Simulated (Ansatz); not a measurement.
Trial structure of MgBe5, not yet relaxed:

```cif
data_structure
_symmetry_space_group_name_H-M 'P6/mmm'
_symmetry_Int_Tables_number 191
_cell_length_a 4.2918
_cell_length_b 4.2918
_cell_length_c 3.4989
_cell_angle_alpha 90.000
_cell_angle_beta 90.000
_cell_angle_gamma 120.000
_cell_volume 55.81
loop_
_atom_site_label
_atom_site_type_symbol
_atom_site_symmetry_multiplicity
_atom_site_Wyckoff_symbol
_atom_site_fract_x
_atom_site_fract_y
_atom_site_fract_z
_atom_site_occupancy
Mg1 Mg 1 a 0.00000 0.00000 0.00000 1
Be1 Be 2 c 0.33333 0.66667 0.00000 1
Be2 Be 3 g 0.50000 0.00000 0.50000 1
```

All numbers below come from Ansatz, DFT PBE, scalar-relativistic, plane waves, PAW. Settings: cutoff 420 eV, Γ-centred mesh 6×6×6 on the computed 6-atom cell, Gaussian smearing of 0.10 eV; no spin polarisation.

The zero of energy is the elements' standard structures at the same level; no fitted shifts are applied.

Question: Estimate its pressure, forces and energy as it stands.

Answer: The pressure is 9.1 GPa (the mean over three directions, positive in compression), the largest force is 0.00 eV/Å (symmetry fixes the atoms), and the energy is +0.09 eV/atom against the elements. The shortest distance is 2.14 Å.

Question: How much does it gain on relaxing, and where does it end?

Answer: Relaxing gains under 0.1 eV/atom (the start's value is from the coarse mesh, so the gain is rough) in 9 ionic steps and ends at +0.07 eV/atom on the finer mesh. The symmetry stays P6/mmm (No. 191). The end has the CaCu5 type. The volume per atom grows by 8.5 %, from 9.3 to 10.1 Å³. The shortest distance goes from 2.14 Å (Be–Be) to 2.19 Å (Be–Be). Conventional cell: a = 4.429 Å, c = 3.564 Å. Mg is surrounded by 6 Be at 2.56 Å and 12 Be at 2.84 Å; around Be on a site of symmetry -6m2 lie 6 Be at 2.19 Å, 3 Be at 2.56 Å and 3 Mg at 2.56 Å; Be on a site of symmetry mmm has 8 Be at 2.19–2.21 Å and 4 Mg at 2.84 Å.

The last run used a 12×12×10 mesh (in the run's order of axes) for its 6-atom cell and Gaussian smearing of 0.10 eV. The relaxation can't lower the symmetry of the start. A later test with randomly moved atoms came back to the same energy, though modes that don't fit the test's cell weren't probed.
